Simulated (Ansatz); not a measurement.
CdS:
```xyz
2
Lattice="0.0000 2.8783 2.8783 2.8783 0.0000 2.8783 2.8783 2.8783 0.0000" Properties=species:S:1:pos:R:3 pbc="T T T"
S      4.3174     4.3174     4.3174
Cd     0.0000     0.0000     0.0000
```

Cartesian axes are those of the cell as given.

Question: Give the high-frequency dielectric tensor and the Born effective charge tensors of the independent atoms from DFPT, LDA (plane waves, PAW; program Ansatz).

Answer: 
ε∞:
```
6.63  0.00  0.00
0.00  6.63  0.00
0.00  0.00  6.63
```
Z* of atom 1 (S), rows: field, columns: displacement, in e:
```
-2.13   0.00   0.00
 0.00  -2.13   0.00
 0.00   0.00  -2.13
```
Z* of atom 2 (Cd), rows: field, columns: displacement, in e:
```
2.13  0.00  0.00
0.00  2.13  0.00
0.00  0.00  2.13
```

Space group F-43m (zinc blende). Symmetry was held in the LDA relaxation. Spin–orbit coupling is left out wherever it is not named.

Potentials: the later of the program's two PAW sets.
